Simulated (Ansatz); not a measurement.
TlF:
```xyz
8
Lattice="6.1730 0.0000 0.0000 0.0000 5.6121 0.0000 0.0000 0.0000 5.1905" Properties=species:S:1:pos:R:3 pbc="T T T"
Tl     1.5552     2.8401     1.2976
Tl     4.6178     2.7719     3.8929
Tl     1.5552     5.5780     3.8929
Tl     4.6178     0.0341     1.2976
F      5.3152     3.2121     1.2976
F      0.8578     2.3999     3.8929
F      5.3152     5.2060     3.8929
F      0.8578     0.4061     1.2976
```

r²SCAN+D4 (plane waves, PAW; program Ansatz) gives a gap of 3.45 eV without spin–orbit coupling, maximum at Y, minimum off the standard path, at k = (-0.500, 0.448, 0.417).

Task: What happens when spin–orbit coupling is switched on?

Result: The gap shrinks by 0.16 eV, to 3.29 eV; maximum on the Y–T line, 2 % of the way from Y, minimum off the standard path, at k = (-0.500, 0.451, 0.411).

Task: Give the electron effective mass with spin–orbit coupling.

Result: 0.27, 0.52, 0.70 mₑ (principal values).

Space group Pbcm. The workflow started from a Materials Project entry (that database holds measured and hypothetical structures alike); the Crystallography Open Database files this formula in space group No. 57, but the cells were not matched. Whether it is the stable phase at ambient conditions was not checked. Symmetry was held in the r²SCAN+D4 relaxation; its stability against distortions is not shown here.

Potentials: the earlier of the program's two PAW sets.
